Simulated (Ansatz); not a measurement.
Relaxed-ion elastic tensor of Y (bcc (W type), space group No. 229) in GPa (Voigt order), the program Ansatz at the PBE level (PAW); density 4.48 g/cm³, 32.98 Å³ per atom.

```
28.6  44.0  44.0   0.0   0.0   0.0
44.0  28.6  44.0   0.0   0.0   0.0
44.0  44.0  28.6   0.0   0.0   0.0
 0.0   0.0   0.0  23.9   0.0   0.0
 0.0   0.0   0.0   0.0  23.9   0.0
 0.0   0.0   0.0   0.0   0.0  23.9
```

Is the crystal mechanically stable?

No: the smallest eigenvalue of C is -15.4 GPa.

Space group Im-3m (bcc (W type)). A made-up cell: these elements were put on the sites of a structure type; neither database checked (COD, Materials Project) lists it. It is not the phase usual at ambient conditions (space group No. 194). The PBE relaxation kept the symmetry of its start. At this level the phase is dynamically unstable (imaginary phonons). The run is not spin-polarised. As this level gives no gap, shear constants depend on the k-mesh and smearing (Fermi–Dirac, 0.1 eV here).

Potentials: the later of the program's two PAW sets.
